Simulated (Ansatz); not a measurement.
Data:

Pt:
```
CELL_PARAMETERS angstrom
      2.58717     0.00000     0.00000
      0.00000     2.58717     0.00000
      0.00000     0.00000     2.58717
ATOMIC_POSITIONS crystal
  Pt 0.00000 0.00000 0.00000
```

This is the PBEsol-relaxed structure.

### Question
All from PBEsol (plane waves, PAW; program Ansatz), unless another level is named. Predict the bulk modulus (Birch–Murnaghan fit).

### Answer
217 GPa.

### Question
What about the elastic constants (relaxed ions, GPa)?

### Answer
C11 = 509, C12 = 71.9, C44 = 9.1.

Space group Pm-3m (simple cubic). A made-up cell: these elements were put on the sites of a structure type; neither database checked (COD, Materials Project) lists it. It is not the phase usual at ambient conditions (space group No. 225). The PBEsol relaxation kept the symmetry of its start; whether a distortion lowers the energy is not shown. No spin polarisation was allowed. As this level gives no gap, shear constants depend on the k-mesh and smearing (Fermi–Dirac, 0.1 eV here). Scalar-relativistic: spin–orbit coupling is off unless named, which matters more the heavier the elements.

Potentials: the later of the program's two PAW sets.
